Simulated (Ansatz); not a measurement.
Relaxed CdS (zinc blende):

```xyz
4
Lattice="0.0000 5.9266 5.9266 2.9633 2.9633 5.9266 2.9633 2.9633 0.0000" Properties=species:S:1:pos:R:3 pbc="T T T"
S      4.4450     4.4450     4.4450
S      4.4450     7.4083     7.4083
Cd     0.0000     0.0000     0.0000
Cd     2.9633     5.9266     2.9633
```

A phonon eigenvector at X = (0.5, 0.5, 0.0) is frozen into this cell: atom i moves by Q times the vector below, so Q is the largest atomic displacement, in Å. The cell is held. (q is in reciprocal vectors of the primitive cell; the cell shown is doubled to hold the pattern.)

```json
[
 {"atom": "S1", "x": "0.000", "y": "0.000", "z": "-1.000"},
 {"atom": "S2", "x": "0.000", "y": "0.000", "z": "1.000"}
]
```

Atoms not listed stay in place.

Calculation: PBE (plane waves to 420 eV, PAW, scalar-relativistic; Ansatz, an electronic-structure program). k mesh 10×10×10 (Γ-centred), Fermi-Dirac smearing 0.05 eV. Energies are smeared free energies. CdS was relaxed with its symmetry unable to fall. ΔE is measured from the undisplaced structure.

Question: Estimate the ΔE (eV/cell) and −dE/dQ from forces (eV/Å) for Q (Å) = -0.280, -0.233, -0.093, 0.047, 0.093, 0.233.

Answer: 
```json
[
 {"Q (Å)": "-0.280", "ΔE (eV/cell)": "0.672", "−dE/dQ from forces (eV/Å)": "4.751"},
 {"Q (Å)": "-0.233", "ΔE (eV/cell)": "0.468", "−dE/dQ from forces (eV/Å)": "3.987"},
 {"Q (Å)": "-0.093", "ΔE (eV/cell)": "0.075", "−dE/dQ from forces (eV/Å)": "1.614"},
 {"Q (Å)": "0.047", "ΔE (eV/cell)": "0.019", "−dE/dQ from forces (eV/Å)": "-0.808"},
 {"Q (Å)": "0.093", "ΔE (eV/cell)": "0.075", "−dE/dQ from forces (eV/Å)": "-1.614"},
 {"Q (Å)": "0.233", "ΔE (eV/cell)": "0.468", "−dE/dQ from forces (eV/Å)": "-3.987"}
]
```

(For displaced atoms, the force is minus the slope of the energy, and its curvature is a force constant, which sets phonon frequencies.)
